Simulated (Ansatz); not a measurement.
RuC:
```
RuC
1.0
    1.37101     0.79155     6.24375
   -1.37101     0.79155     6.24375
    0.00000    -1.58311     6.24375
Ru C
2 2
Direct
  0.22853   0.22853   0.22853
  0.77147   0.77147   0.77147
  0.03728   0.03728   0.03728
  0.96272   0.96272   0.96272
```

Relaxed with PBEsol. Special points in fractions of this cell's reciprocal vectors: Γ (0.000, 0.000, 0.000); T (0.500, 0.500, 0.500); H2 (0.823, 0.177, 0.500); H0 (0.500, -0.177, 0.177); L (0.500, 0.000, 0.000); S0 (0.339, -0.339, 0.000); S2 (0.661, 0.000, 0.339); F (0.500, 0.000, 0.500).

**Question.** List the band energies nearest the Fermi level at these points for the program Ansatz at the PBEsol with spin–orbit coupling level (PAW).

**Answer.** In eV from the Fermi level; about four levels below and three above (degenerate sets whole), none deeper than 8.9 eV; points with the same levels are listed once.

| k | below | above |
|---|---|---|
| Γ | -0.62 -0.62 -0.61 -0.61 | 2.29 2.29 2.33 2.33 |
| T | -0.38 -0.38 -0.29 -0.29 | 2.58 2.58 2.59 2.59 |
| H2 | -2.54 -2.54 -1.86 -1.86 | 0.40 0.40 0.90 0.90 |
| L | -2.47 -2.47 -2.02 -2.02 | 0.58 0.58 0.85 0.85 |
| S0 | -2.49 -2.49 -1.84 -1.84 | 0.58 0.58 0.74 0.74 |
| F | -1.73 -1.73 -1.24 -1.24 | 0.60 0.60 1.12 1.12 |

Space group R-3m. The first step of the workflow began from a Materials Project structure, measured or hypothetical; the Crystallography Open Database copy checked does not list it. Whether it is the stable phase at ambient conditions was not checked. Symmetry was held in the PBEsol relaxation; whether a distortion lowers the energy is not shown. No spin polarisation was allowed. Its formation energy is positive at this level, so the cell may be metastable or incomplete.

Potentials: the later of the program's two PAW sets.
